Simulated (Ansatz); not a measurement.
BiTe in space group R-3m (No. 166; Bi on 3b, Te on 3a), the program Ansatz at the LDA level (PAW), all energies at zero smearing, with the estimated change up to a 700 eV cutoff added, with one set of potentials and settings (totals compare only within such a set). Cell of 2 atoms (1 Bi, 1 Te): -18913.238 eV.

| element | reference phase | E (eV/atom) |
|---|---|---|
| Bi | R-3m, 2 atoms in the cell | -12085.8651 |
| Te | P3_121, 3 atoms in the cell | -6827.2001 |

Formation energy per atom, worked out: (-18913.238 − 1×(-12085.8651) − 1×(-6827.2001))/2 = -0.087 eV/atom (-8 kJ per mol of atoms), at 0 K, without zero-point energy or fitted corrections.

The first step of the workflow began from a Materials Project structure, measured or hypothetical; the Crystallography Open Database copy checked does not list it. COD files the formula under space group No. 164, 225. Whether it is the stable phase at ambient conditions was not checked. The LDA relaxation kept the symmetry of its start; its stability against distortions is not shown here. The references are the lowest solids computed at this level, not always the standard phases. Spin–orbit coupling is left out wherever it is not named.

Potentials: the later of the program's two PAW sets.
